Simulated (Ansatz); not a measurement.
Find the missing element

Cell vectors (Å):

```
2.8625 0.0000 0.0000
0.0000 2.8625 0.0000
0.0000 0.0000 2.8625
```

```
atom       a       b       c
   X  0.0000  0.0000  0.0000
  Ni  0.5000  0.5000  0.5000
```

The calculation used PBEsol, all-electron LAPW in Ansatz 0.2.0, scalar-relativistic. k mesh 14×14×14, Fermi-Dirac smearing of 0.100 eV.

Harmonic phonons of a crystal by Kohn-Sham DFT at the given cell, standard atomic masses, acoustic sum rule imposed; negative wavenumbers are unstable modes.

```tsv
point	q a (r.l.u.)	q b (r.l.u.)	q c (r.l.u.)	branch	phonon wavenumber (cm⁻¹)
Gamma	0	0	0	4	302.1
X	0.5	0	0	1	172.9
X	0.5	0	0	3	206.4
X	0.5	0	0	4	269.7
X	0.5	0	0	6	371.4
M	0.5	0.5	0	1	130.1
M	0.5	0.5	0	3	196.6
M	0.5	0.5	0	4	262.3
M	0.5	0.5	0	5	359.4
R	0.5	0.5	0.5	1	170.3
R	0.5	0.5	0.5	4	342.4
```

Task: All X atoms are one element. Which one was computed?

Result: Al; the crystal is AlNi (Pm-3m).

Known limits: responses of metals move with mesh and smearing.
